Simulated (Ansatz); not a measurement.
Mo$_{3}$Os:
Space group Pm-3n (No. 223); a = b = c = 4.942 Å, α = β = γ = 90.00°

| atom | site | symmetry | x | y | z |
|---|---|---|---|---|---|
| Mo | 6c | -4m.2 | 0.0000 | 0.5000 | 0.2500 |
| Os | 2a | m-3. | 0.0000 | 0.0000 | 0.0000 |

Relaxed with PBEsol.

Problem. Which orbitals make up the states near the Fermi level in plane-wave PAW PBEsol (Ansatz code)?

Solution. Within 0.5 eV of the Fermi level: Mo 4d 69 %, Os 5d 24 %. Projections are on Löwdin-orthogonalised atomic valence shells; empty p or d shells of many metals are not among them.

Problem. Tabulate the density of states.

Solution. States/eV per cell of 8 atoms, in 0.25 eV bins, energy from the Fermi level.

```csv
E (eV),total,Mo 4d,Os 5d,Mo 5s
-7.85,0.28,0.00,0.00,0.19
-7.60,0.40,0.01,0.00,0.26
-7.35,0.51,0.01,0.00,0.33
-7.10,0.64,0.03,0.00,0.40
-6.85,0.79,0.06,0.00,0.47
-6.60,1.06,0.12,0.01,0.58
-6.35,1.21,0.21,0.01,0.58
-6.10,2.35,0.88,0.05,0.70
-5.85,5.02,2.80,0.12,0.70
-5.60,4.09,1.98,0.55,0.70
-5.35,11.67,6.26,3.49,1.29
-5.10,9.75,5.26,2.95,1.14
-4.85,10.36,5.63,3.16,1.20
-4.60,5.44,3.28,1.41,0.54
-4.35,5.37,3.18,1.79,0.23
-4.10,14.82,8.48,5.67,0.31
-3.85,13.78,7.23,6.07,0.19
-3.60,7.85,4.02,3.51,0.16
-3.35,6.31,4.03,1.91,0.21
-3.10,11.45,8.90,1.95,0.31
-2.85,9.58,6.40,2.35,0.49
-2.60,11.33,6.62,3.40,0.70
-2.35,9.62,5.59,2.74,0.72
-2.10,10.77,7.28,2.27,0.72
-1.85,9.71,6.62,1.92,0.59
-1.60,8.64,5.51,1.85,0.63
-1.35,6.61,4.51,1.12,0.48
-1.10,6.16,4.23,0.96,0.51
-0.85,4.16,2.80,0.75,0.39
-0.60,4.59,3.19,0.94,0.25
-0.35,6.67,4.79,1.40,0.22
-0.10,7.50,5.21,1.77,0.27
0.15,7.85,5.25,2.01,0.33
0.40,8.72,5.98,2.35,0.19
0.65,7.84,5.49,1.85,0.23
0.90,6.17,4.22,1.58,0.17
1.15,7.29,5.67,1.39,0.11
1.40,9.91,8.10,1.50,0.16
1.65,6.17,5.14,0.75,0.15
1.90,6.44,5.15,0.87,0.27
2.15,8.05,6.46,1.03,0.35
2.40,9.73,7.60,1.64,0.25
2.65,13.40,10.54,2.24,0.29
```

The workflow started from a Materials Project entry (that database holds measured and hypothetical structures alike); the Crystallography Open Database files this formula in space group No. 223, but the cells were not matched. Whether it is the stable phase at ambient conditions was not checked. Symmetry was held in the PBEsol relaxation; whether a distortion lowers the energy is not shown. No spin polarisation was allowed. Spin–orbit coupling is left out wherever it is not named.

Potentials: the later of the program's two PAW sets.
